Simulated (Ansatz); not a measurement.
Band structure of Ge

```
Ge
1.0
     3.99759    0.00000    0.00000
    -1.99879    3.46201    0.00000
     0.00000    0.00000    6.59938
Ge
4
Direct
  0.66667 0.33333 0.06290
  0.33333 0.66667 0.56290
  0.66667 0.33333 0.43710
  0.33333 0.66667 0.93710
```

Atoms are numbered in the order listed.

Structure from Materials Project entry mp-1007760 (possibly hypothetical), not relaxed further.

These are results of Ansatz 0.2.0, DFT, PBEsol, all-electron LAPW, scalar-relativistic, not measurements.

The runs use a Γ-centred 11×11×6 k mesh, Fermi–Dirac smearing of 0.05 eV, basis error target 1 meV/atom, no spin polarisation.

Points in fractions of the reciprocal vectors of this cell: Γ (0, 0, 0), M (0.5, 0, 0), K (0.333, 0.333, 0), A (0, 0, 0.5), L (0.5, 0, 0.5), H (0.333, 0.333, 0.5). The path joins them by straight lines in the order Γ–M–K–Γ–A–L–H–A–L; legs that retrace an earlier one aren't tabulated. Energies are in eV from the Fermi level.

(1) Metal or insulator at this level of theory?

(2) Tabulate bands 41 to 47, counted from the lowest band of the run, along the path.

## Answers

(1) No gap opens: metallic or semimetallic.

(2) 
| k (1/Å) | point | band 41 | band 42 | band 43 | band 44 | band 45 | band 46 | band 47 |
| --- | --- | --- | --- | --- | --- | --- | --- | --- |
| 0.00 | Γ | -1.50 | -0.18 | -0.16 | -0.06 | 0.11 | 0.11 | 2.22 |
| 0.13 |  | -1.62 | -1.11 | -0.28 | -0.02 | 0.47 | 0.91 | 2.20 |
| 0.26 |  | -2.31 | -1.93 | -0.59 | -0.31 | 1.02 | 1.41 | 2.56 |
| 0.39 |  | -3.49 | -2.29 | -1.07 | -0.67 | 0.98 | 1.67 | 3.23 |
| 0.52 |  | -4.60 | -2.62 | -1.64 | -0.99 | 0.80 | 1.75 | 3.29 |
| 0.65 |  | -4.77 | -2.87 | -2.20 | -1.25 | 0.62 | 1.70 | 3.58 |
| 0.78 |  | -4.70 | -3.03 | -2.66 | -1.41 | 0.49 | 1.62 | 3.51 |
| 0.91 | M | -4.62 | -3.09 | -2.85 | -1.46 | 0.44 | 1.59 | 3.47 |
| 0.98 |  | -4.61 | -3.20 | -2.86 | -1.61 | 0.64 | 1.78 | 3.07 |
| 1.06 |  | -4.60 | -3.47 | -2.89 | -1.96 | 1.14 | 2.26 | 2.60 |
| 1.13 |  | -4.62 | -3.73 | -2.94 | -2.36 | 1.84 | 2.18 | 2.85 |
| 1.21 |  | -4.71 | -3.86 | -3.02 | -2.73 | 1.83 | 2.67 | 3.41 |
| 1.28 |  | -4.86 | -3.83 | -3.14 | -3.01 | 1.58 | 3.55 | 3.86 |
| 1.36 |  | -4.98 | -3.69 | -3.30 | -3.18 | 1.42 | 4.21 | 4.43 |
| 1.43 | K | -5.03 | -3.50 | -3.50 | -3.23 | 1.37 | 4.53 | 4.53 |
| 1.58 |  | -4.85 | -3.96 | -3.04 | -3.00 | 1.55 | 3.88 | 4.33 |
| 1.73 |  | -4.38 | -4.36 | -2.57 | -2.41 | 1.97 | 3.22 | 3.60 |
| 1.88 |  | -4.52 | -3.71 | -1.92 | -1.78 | 2.28 | 2.62 | 2.99 |
| 2.03 |  | -3.93 | -2.94 | -1.21 | -1.18 | 1.95 | 2.09 | 2.48 |
| 2.18 |  | -2.65 | -2.20 | -0.67 | -0.54 | 1.41 | 1.61 | 2.20 |
| 2.33 |  | -1.68 | -1.29 | -0.31 | -0.06 | 0.61 | 1.01 | 2.17 |
| 2.48 | Γ | -1.50 | -0.18 | -0.16 | -0.06 | 0.11 | 0.11 | 2.22 |
| 2.55 |  | -1.48 | -0.80 | -0.14 | 0.07 | 0.07 | 0.51 | 2.26 |
| 2.62 |  | -1.44 | -1.44 | -0.09 | -0.03 | -0.03 | 1.01 | 2.36 |
| 2.68 |  | -1.38 | -1.38 | -0.17 | -0.17 | -0.01 | 1.25 | 2.50 |
| 2.75 |  | -1.28 | -1.28 | -0.34 | -0.34 | 0.11 | 1.21 | 2.68 |
| 2.82 |  | -1.17 | -1.17 | -0.52 | -0.52 | 0.25 | 1.04 | 2.88 |
| 2.89 |  | -1.03 | -1.03 | -0.70 | -0.70 | 0.42 | 0.83 | 3.10 |
| 2.96 | A | -0.87 | -0.87 | -0.87 | -0.87 | 0.62 | 0.62 | 3.32 |
| 3.08 |  | -1.46 | -1.46 | -0.99 | -0.99 | 1.19 | 1.19 | 3.19 |
| 3.21 |  | -2.28 | -2.28 | -1.29 | -1.29 | 1.67 | 1.67 | 3.30 |
| 3.34 |  | -2.77 | -2.77 | -1.64 | -1.64 | 1.45 | 1.45 | 3.62 |
| 3.47 |  | -2.89 | -2.89 | -1.97 | -1.97 | 1.07 | 1.07 | 3.18 |
| 3.60 |  | -2.78 | -2.78 | -2.22 | -2.22 | 0.74 | 0.74 | 2.61 |
| 3.73 |  | -2.64 | -2.64 | -2.38 | -2.38 | 0.53 | 0.53 | 2.19 |
| 3.86 | L | -2.57 | -2.57 | -2.43 | -2.43 | 0.45 | 0.45 | 2.03 |
| 3.94 |  | -2.76 | -2.76 | -2.36 | -2.36 | 0.56 | 0.56 | 2.11 |
| 4.01 |  | -3.11 | -3.11 | -2.29 | -2.29 | 0.80 | 0.80 | 2.38 |
| 4.09 |  | -3.49 | -3.49 | -2.23 | -2.23 | 1.01 | 1.01 | 2.88 |
| 4.16 |  | -3.84 | -3.84 | -2.16 | -2.16 | 1.13 | 1.13 | 3.57 |
| 4.24 |  | -4.11 | -4.11 | -2.10 | -2.10 | 1.18 | 1.18 | 4.15 |
| 4.31 |  | -4.27 | -4.27 | -2.06 | -2.06 | 1.19 | 1.19 | 4.08 |
| 4.39 | H | -4.33 | -4.33 | -2.04 | -2.04 | 1.18 | 1.18 | 4.03 |
| 4.54 |  | -4.14 | -4.14 | -2.13 | -2.13 | 1.26 | 1.26 | 4.17 |
| 4.69 |  | -3.65 | -3.65 | -2.38 | -2.38 | 1.57 | 1.57 | 4.08 |
| 4.84 |  | -2.98 | -2.98 | -2.65 | -2.65 | 2.02 | 2.02 | 3.45 |
| 4.99 |  | -2.76 | -2.76 | -2.23 | -2.23 | 2.36 | 2.36 | 2.93 |
| 5.14 |  | -2.43 | -2.43 | -1.53 | -1.53 | 2.10 | 2.10 | 2.86 |
| 5.28 |  | -1.59 | -1.59 | -1.04 | -1.04 | 1.32 | 1.32 | 3.13 |
| 5.43 | A | -0.87 | -0.87 | -0.87 | -0.87 | 0.62 | 0.62 | 3.32 |
